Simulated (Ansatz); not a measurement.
Relaxed-ion elastic tensor of InAs (CsCl type, space group No. 221) in GPa (Voigt order), DFT-r²SCAN in the program Ansatz with PAW potentials; density 7.09 g/cm³, 22.22 Å³ per atom.

```
60.1  64.3  64.3   0.0   0.0   0.0
64.3  60.1  64.3   0.0   0.0   0.0
64.3  64.3  60.1   0.0   0.0   0.0
 0.0   0.0   0.0   7.3   0.0   0.0
 0.0   0.0   0.0   0.0   7.3   0.0
 0.0   0.0   0.0   0.0   0.0   7.3
```

Q: Is the crystal mechanically stable?

A: No: the smallest eigenvalue of C is -4.2 GPa.

Space group Pm-3m (CsCl type). The cell is a constructed one: a structure type filled with these elements; neither database checked (COD, Materials Project) lists it. It is not the phase usual at ambient conditions (space group No. 216). The r²SCAN relaxation kept the symmetry of its start. At this level the phase is mechanically unstable. As this level gives no gap, shear constants depend on the k-mesh and smearing (Fermi–Dirac, 0.1 eV here).

Potentials: the earlier of the program's two PAW sets. The files were generated under PBE; for other functionals the program regenerates the frozen cores, and for LDA and PBEsol the local potential too.
